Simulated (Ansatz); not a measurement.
ZrO₂:
```
CELL_PARAMETERS angstrom
      0.00000     2.55794     2.55794
      2.55794     0.00000     2.55794
      2.55794     2.55794     0.00000
ATOMIC_POSITIONS crystal
  Zr 0.00000 0.00000 0.00000
  O  0.25000 0.25000 0.25000
  O  0.75000 0.75000 0.75000
```

Relaxed with PBE.

Question: Map the valence electron density (e/Å³), cut off at 3 on the plane through (0.000, 0.000, 0.000) spanned by u = [1, 0, 0] and v = [-1, 1, 1] in lattice vectors, from plane-wave PAW PBE (Ansatz code).

Answer: x is the fraction of u, y of v (the angle between them is 90°; rows are the nearest grid lines); atoms in the plane: Zr at (0.00, 0.00), O at (0.50, 0.25), O at (0.50, 0.75).
```
|%@@@=.       .=@@@%|
|@@@@=.       .=@@@@|
|@@@*-.........-*@@@|
|@@*=:..:-=-:..:=*@@|
|.....:=@@@@@=:.....|
|    .:*@@@@@*:.    |
|    .:*@@@@@*:.    |
|     .=@@@@@=.     |
|     .:+%@%+:.     |
|      .:-=-:.      |
|       .....       |
|                   |
|                   |
|       .....       |
|      .:-=-:.      |
|     .:+%@%+:.     |
|     .=@@@@@=.     |
|    .:*@@@@@*:.    |
|    .:*@@@@@*:.    |
|.....:=@@@@@=:.....|
|@@*=:..:-=-:..:=*@@|
|@@@*-.........-*@@@|
|@@@@=.       .=@@@@|
|%@@@=.       .=@@@%|
```
Scale: ten equal steps from 0.022 (start of ' ') to 3.00 (end of '@'), in the order ' .:-=+*#%@'; x runs from 0.000 to 1.00, y from 0.000 (bottom) to 1.00 (top).

The density is the valence pseudo-density with augmentation charge, so density and ELF within about 1 Å of a nucleus are not all-electron values.

Space group Fm-3m (fluorite). This is a known high-temperature phase of the composition, computed here at zero pressure and temperature. The PBE relaxation kept the symmetry of its start; its stability against distortions is not shown here. The run is not spin-polarised.

Potentials: the later of the program's two PAW sets.
